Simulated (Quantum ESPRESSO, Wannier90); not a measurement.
# BaTiO3 (R3m): Wannier90 run

```xyz
5
Lattice="2.8483 1.6444 2.3356 -2.8483 1.6444 2.3356 0.0000 -3.2889 2.3356" Properties=species:S:1:pos:R:3 pbc="T T T"
Ba     0.0000     0.0000     0.0010
Ti     0.0000     0.0000    -3.4099
O      1.4504    -0.8374     2.2366
O      0.0000     1.6748     2.2366
O     -1.4504    -0.8374     2.2366
```

Structure: Materials Project mp-5020, symmetrised, not relaxed again. COD (Crystallography Open Database) has the formula in 5 space groups, this one among them (matched by group alone). Computed values, not measurements, from PBEsol: Quantum ESPRESSO (norm-conserving PseudoDojo potentials, cutoff 68 Ry, no spin polarisation, no spin-orbit coupling) on a Γ-centred 8×8×8 mesh, then Wannier90. Density: 8×8×8 mesh, cold smearing 0.01 Ry. Spin-orbit coupling is left out although heavy elements are present.

A tight-binding model is made by disentanglement and projection with no localisation steps (num_iter = 0), so the 14 orbitals stay atom-like: hydrogen-like Ti: d; O: p, axes along x, y, z; frozen window up to 3.87 eV relative to the valence-band maximum. It follows pw.x to 0.2 meV rms for states up to 3.4 eV relative to the valence-band maximum. Matrix elements depend on this choice of orbitals and windows.

Task: What are the on-site energies relative to the valence-band maximum, and how fast do the hoppings decay?

Result: 
| atom | orbitals | energy (eV) |
|---|---|---|
| Ti2 | dz2 | 2.47 |
| Ti2 | dxz dyz | 3.37 |
| Ti2 | dx2-y2 dxy | 2.99 |
| O3 | pz | -1.22 |
| O3 | px | -1.23 |
| O3 | py | -1.16 |
| O4 | pz | -1.22 |
| O4 | px | -1.12 |
| O4 | py | -1.27 |
| O5 | pz | -1.22 |
| O5 | px | -1.23 |
| O5 | py | -1.16 |

| distance of the centres (Å) | largest modulus (eV) |
|---|---|
| 1–2 | 2.0 |
| 2–3 | 1.3 |
| 3–4 | 0.071 |
| 4–5 | 0.11 |
| 5–6 | 0.20 |
| 6–7 | 0.033 |
| 7–8 | 0.023 |
| 8–9 | 0.0050 |
| 9–10 | 0.0029 |
| 10–11 | 0.00061 |
| 11–12 | 0.0024 |
| 12–13 | 0.00049 |
